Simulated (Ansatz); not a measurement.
## Density of states of SrTiO3

```cif
data_structure
_symmetry_space_group_name_H-M 'P 1'
_symmetry_Int_Tables_number 1
_cell_length_a 3.9050
_cell_length_b 3.9050
_cell_length_c 3.9050
_cell_angle_alpha 90.000
_cell_angle_beta 90.000
_cell_angle_gamma 90.000
_cell_volume 59.55
loop_
_atom_site_label
_atom_site_type_symbol
_atom_site_fract_x
_atom_site_fract_y
_atom_site_fract_z
_atom_site_occupancy
Sr1 Sr 0.00000 0.00000 0.00000 1
Ti1 Ti 0.50000 0.50000 0.50000 1
O1 O 0.00000 0.50000 0.50000 1
O2 O 0.50000 0.00000 0.50000 1
O3 O 0.50000 0.50000 0.00000 1
```

The runs use the primitive cell with vectors (3.905, 0.000, 0.000), (0.000, 3.905, 0.000), (0.000, 0.000, 3.905) Å, to which the k mesh refers.

The cell is COD entry 7212245, as deposited and not checked against the literature; nothing was relaxed.

Method: DFT, PBEsol, all-electron LAPW, scalar-relativistic (Ansatz 0.2.0).

Settings: a Γ-centred 7×7×7 k mesh, Fermi–Dirac smearing of 0.05 eV, basis error target 1 meV/atom, no spin polarisation.

States per eV and cell, averaged over 0.4 eV, from -4.7 to 4.7 eV, with energies (bin centres) from the valence-band top; empty bins are left out. The partial columns, the largest 5 alone, are projections on Löwdin-orthogonalised atomic shells (those that the program's projection atoms carry: the occupied ones and, for some elements, an empty d or f shell; other empty shells have no column), summed over atoms of an element. Weights on diffuse s and p shells depend on that basis and aren't pure angular character.

| E (eV) | total | O 2p | Ti 3d | Sr 5s | O 2s | Ti 4s |
| --- | --- | --- | --- | --- | --- | --- |
| -4.6 | 1.33 | 0.99 | 0.19 | 0.03 | 0.00 | 0.09 |
| -4.2 | 4.91 | 3.47 | 1.08 | 0.10 | 0.02 | 0.16 |
| -3.8 | 3.68 | 2.68 | 0.77 | 0.07 | 0.02 | 0.04 |
| -3.4 | 5.20 | 3.95 | 0.96 | 0.05 | 0.04 | 0.03 |
| -3.0 | 6.98 | 5.72 | 0.91 | 0.01 | 0.02 | 0.01 |
| -2.6 | 2.70 | 2.15 | 0.42 | 0.01 | 0.02 | 0.01 |
| -2.2 | 2.36 | 1.98 | 0.25 | 0.02 | 0.02 | 0.01 |
| -1.8 | 2.49 | 2.18 | 0.14 | 0.04 | 0.03 | 0.01 |
| -1.4 | 4.12 | 3.78 | 0.14 | 0.03 | 0.03 | 0.00 |
| -1.0 | 6.17 | 5.72 | 0.23 | 0.01 | 0.04 | 0.00 |
| -0.6 | 3.52 | 3.37 | 0.07 | 0.00 | 0.01 | 0.00 |
| -0.2 | 1.54 | 1.52 | 0.00 | 0.00 | 0.00 | 0.00 |
| 1.8 | 0.07 | 0.00 | 0.06 | 0.00 | 0.00 | 0.00 |
| 2.2 | 0.91 | 0.06 | 0.83 | 0.00 | 0.00 | 0.00 |
| 2.6 | 1.45 | 0.17 | 1.24 | 0.00 | 0.00 | 0.00 |
| 3.0 | 1.90 | 0.30 | 1.53 | 0.01 | 0.00 | 0.00 |
| 3.4 | 3.22 | 0.60 | 2.49 | 0.03 | 0.00 | 0.00 |
| 3.8 | 5.35 | 1.09 | 3.98 | 0.08 | 0.01 | 0.00 |
| 4.2 | 2.13 | 0.43 | 1.53 | 0.06 | 0.00 | 0.00 |
| 4.6 | 0.63 | 0.02 | 0.50 | 0.00 | 0.08 | 0.00 |

Q: Which of the resolved shells contributes most in the top eV of the valence band?

A: O 2p, with 95 % of all states there; Ti 3d follows with 2 %.

Q: Where is the centre of the filled Ti 3d states between -13 eV and the top of the filled states?

A: -3.22 eV from the valence-band top.
